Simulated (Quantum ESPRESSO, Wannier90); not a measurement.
# Tight-binding from DFT: BP (zinc blende)

```
begin unit_cell_cart
ang
    0.0000000000    2.2660700000    2.2660700000
    2.2660700000    0.0000000000    2.2660700000
    2.2660700000    2.2660700000    0.0000000000
end unit_cell_cart
begin atoms_frac
B    0.0000000000  0.0000000000  0.0000000000
P   -0.2500000000 -0.2500000000 -0.2500000000
end atoms_frac
```

Materials Project entry mp-1479; symmetrised, unrelaxed at this level. COD (Crystallography Open Database) has an entry of this formula and space group (matched by these alone). Level: PBEsol, no spin polarisation, no spin-orbit coupling; pw.x of Quantum ESPRESSO at 61 Ry with PseudoDojo potentials, 12×12×12 k-points, Wannier90. Density: 12×12×12 mesh, cold smearing 0.01 Ry.

Bands 1-4 form an isolated set from -15.53 to 0.00 eV relative to the valence-band maximum (on the path) and are turned into 4 Wannier functions by minimising the spread from the start: s functions at the bond centres.

Problem. Where do the functions sit, how wide are they and what are they made of?

Solution. 
```tsv
functions	spread (Å²)	nearest atom, distance (Å)	second atom, distance (Å)	weight on atomic waves
4	1.43	P 0.95	B 1.01	P 3p 39 %, B 2p 35 %, P 3s 14 %
```

Ω_I = 5.25 Å², Ω_total = 5.74 Å²; the interpolated bands follow pw.x to 1.4 meV rms on the path. It is the lowest total spread that any start reached here.
